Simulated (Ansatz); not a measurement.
MgO:
```
MgO
1.0
    0.00000     2.10371     2.10371
    2.10371     0.00000     2.10371
    2.10371     2.10371     0.00000
Mg O
1 1
Direct
  0.50000   0.50000   0.50000
  0.00000   0.00000   0.00000
```

Relaxed with r²SCAN. Special points in fractions of this cell's reciprocal vectors: Γ (0.000, 0.000, 0.000); X (0.500, 0.000, 0.500); U (0.625, 0.250, 0.625); K (0.375, 0.375, 0.750); L (0.500, 0.500, 0.500); W (0.500, 0.250, 0.750).

Question: List the band energies nearest the valence-band maximum at these points for r²SCAN (plane waves, PAW; program Ansatz).

Answer: In eV from the valence-band maximum; about four levels below and three above (degenerate sets whole), none deeper than 8.9 eV; … stands for higher levels left out; points with the same levels are listed once.

| k | below | above |
|---|---|---|
| Γ | 0.00 0.00 0.00 | 5.68 … |
| X | -4.08 -1.37 -1.37 | 10.06 … |
| U | -3.49 -2.70 -1.16 | 11.10 … |
| L | -4.61 -0.67 -0.67 | 8.86 … |
| W | -2.95 -2.95 -1.77 | … |

Space group Fm-3m (rock salt). The cell was relaxed with r²SCAN under the symmetry of its start. The volume moved by -16 % from the start of the relaxation.

Potentials: the earlier of the program's two PAW sets.
